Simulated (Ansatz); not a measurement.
Several occupations of a fluorite lattice at one composition, 1 Ca, 4 Cd, 2 Pb, 1 Ba; 16 F. Sites, in fractions of the cell -4.703 4.703 0.000; -4.703 0.000 4.703; 0.000 4.703 4.703 Å:

| cell | sites |
| --- | --- |
| all | Cd (0.00 0.50 0.00), F (0.12 0.12 0.12), F (0.12 0.12 0.62), F (0.12 0.62 0.12), F (0.12 0.62 0.62), F (0.38 0.38 0.38), F (0.38 0.38 0.88), F (0.38 0.88 0.38), F (0.38 0.88 0.88), F (0.62 0.12 0.12), F (0.62 0.12 0.62), F (0.62 0.62 0.12), F (0.62 0.62 0.62), F (0.88 0.38 0.38), F (0.88 0.38 0.88), F (0.88 0.88 0.38), F (0.88 0.88 0.88), Pb (0.50 0.50 0.50) |
| 1 | Ba (0.00 0.00 0.50), Ca (0.50 0.00 0.50), Cd (0.00 0.00 0.00), Cd (0.00 0.50 0.50), Cd (0.50 0.50 0.00), Pb (0.50 0.00 0.00) |
| 2 | Ba (0.00 0.50 0.50), Ca (0.50 0.50 0.00), Cd (0.00 0.00 0.50), Cd (0.50 0.00 0.00), Cd (0.50 0.00 0.50), Pb (0.00 0.00 0.00) |
| 3 | Ba (0.00 0.50 0.50), Ca (0.50 0.00 0.00), Cd (0.00 0.00 0.00), Cd (0.50 0.00 0.50), Cd (0.50 0.50 0.00), Pb (0.00 0.00 0.50) |

Each was relaxed without symmetry on coarser meshes and computed once more. Level of theory: DFT PBE, scalar-relativistic, plane waves, PAW (Ansatz 0.2.0).

Cutoff 420 eV; k points 4×4×4 on the computed 24-atom cell (Γ-centred); Gaussian smearing, width 0.02 eV; no spin polarisation.

Warren–Cowley parameters of the first shell of the sublattice with most elements (negative: unlike neighbours preferred):
```csv
cell,Cd-Pb,Ba-Cd,Ca-Cd,Ba-Pb,Ca-Pb,Ba-Ca
1,0.00,0.00,0.00,-0.33,-0.33,-0.33
2,-0.33,0.00,0.00,-0.33,-0.33,-0.33
3,0.00,-0.33,-0.33,-0.33,-0.33,1.00
```

Forces of up to 0.02 eV/Å remain on the final mesh.

Question: Which occupation is lowest in energy, and by how much?

Answer: Cells 2, 3 are lowest, within 8 meV/atom of each other and so too close to rank here.
```json
{"cell": "2", "E − E(lowest) (meV/atom)": "0.0", "V (Å³/atom)": "15.92", "gap on mesh (eV)": "3.87"}
{"cell": "3", "E − E(lowest) (meV/atom)": "4.0", "V (Å³/atom)": "15.98", "gap on mesh (eV)": "3.78"}
{"cell": "1", "E − E(lowest) (meV/atom)": "10.6", "V (Å³/atom)": "15.68", "gap on mesh (eV)": "3.74"}
```

Spin-orbit coupling is left out, which matters for the bands of heavy elements.

Cost: 6 runs of about 81 core-minutes in all (earlier runs that led there not counted), on Arm Neoverse V1 (shared hosts).